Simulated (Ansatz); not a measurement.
The cell is SiOS (Janus 1T monolayer); cell and atoms were relaxed with r2SCAN. In-plane lattice: a = 2.990 Å, b = 2.990 Å, γ = 120.0°; thickness between the outer nuclei 2.22 Å. Si has 3 O at 1.93 Å and 3 S at 2.20 Å; O has 3 Si at 1.93 Å; S has 3 Si at 2.20 Å.

```
CELL_PARAMETERS angstrom
2.99029 0.00000 0.00000
-1.49515 2.58967 0.00000
0.00000 0.00000 28.40598
ATOMIC_POSITIONS crystal
Si 0.00000 0.00000 0.32273
O 0.33333 0.66667 0.35292
S 0.66667 0.33333 0.27485
```
Two periodic directions, a and b.

The questions ask for values computed with Ansatz on this geometry. Values at 0 K without nuclear motion; spin polarisation is off, and the phase may be a hypothetical one.

Given (12×12×1 mesh): With PBE the gap is 1.35 eV and direct, at Γ.

(1) What does HSE06 give for the gap (6×6×1 mesh)?

(2) Estimate the gap with r2SCAN0 on 6×6×1.

(3) Roughly how does the cost of the r2SCANh run (6×6×1) compare with r2SCAN's (12×12×1)?

## Answers

(1) HSE06 gives a direct gap of 2.39 eV at Γ. The gap differs by +1.04 eV from PBE's.

(2) With r2SCAN0 the gap is 3.44 eV and direct, at Γ. The gap differs by +2.09 eV from PBE's.

(3) About 7 times as much (120 core-seconds against 16 core-seconds, on 4 threads of Intel(R) Xeon(R) Platinum 8488C (Sapphire Rapids) (shared host)).

The meshes of the hybrids are coarse, so their gaps aren't converged to the digits shown.
